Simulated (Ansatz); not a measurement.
# Cs₂InAgCl₆: the gap against volume

Cs₂InAgCl₆, Fm-3m, a = 10.383 Å. The structure is a COD entry; whether it is the stable form wasn't checked. Ansatz: PBEsol, PAW, 420 eV, Γ-centred 6×6×6 mesh on 10 atoms, Gaussian smearing 0.02 eV; no spin polarisation. Shape and atoms are relaxed at each volume; x = ln(V/V0) with V0 = 27.986 Å³/atom. The gap is read at the mesh points alone.

```
      x gap y (eV)
-0.0619       0.731
-0.0305       0.755
 0.0000       0.787
 0.0296       0.828
 0.0583           ?
```

Problem. Fit a straight line to the other rows, give the volume deformation potential of the gap and its pressure coefficient, and predict the missing gap. B0 = 32.2 GPa.

Solution. Means x = -0.01570, y = 0.77525; Σ(Δx)² = 0.004652, ΣΔxΔy = 0.004918; the slope is their ratio. y = 0.7918 + 1.057 x. The slope is the deformation potential a = dE_g/d ln V = 1.06 eV, and dE_g/dP = −a/B0 = -32.8 meV/GPa. These are means over the range: the known rows next to V0 give a = 1.2 eV and -38 meV/GPa, nearer the values at zero pressure. With a term in x² added, the coefficient of x becomes 1.222, 16 % more, which shows how far this figure hangs on the form. At x = 0.0583 the fit asked for gives 0.853 eV. The run gave 0.883 eV, so the fit is 0.030 eV too low, 20 % of the span of the series, against an rms of 0.005 eV on the fitted rows. The row lies outside the fitted range. With a term in x² added, a fit to the same known rows predicts 0.876 eV, so most of the miss is curvature that the known rows already hold.

Spin-orbit coupling is left out, which matters for the bands of heavy elements. Semilocal functionals give gaps under the measured ones; changes of the gap mostly carry over better.

Cost: 5 runs of about 3.6 core-minutes in all, on Arm Neoverse V2 (shared hosts).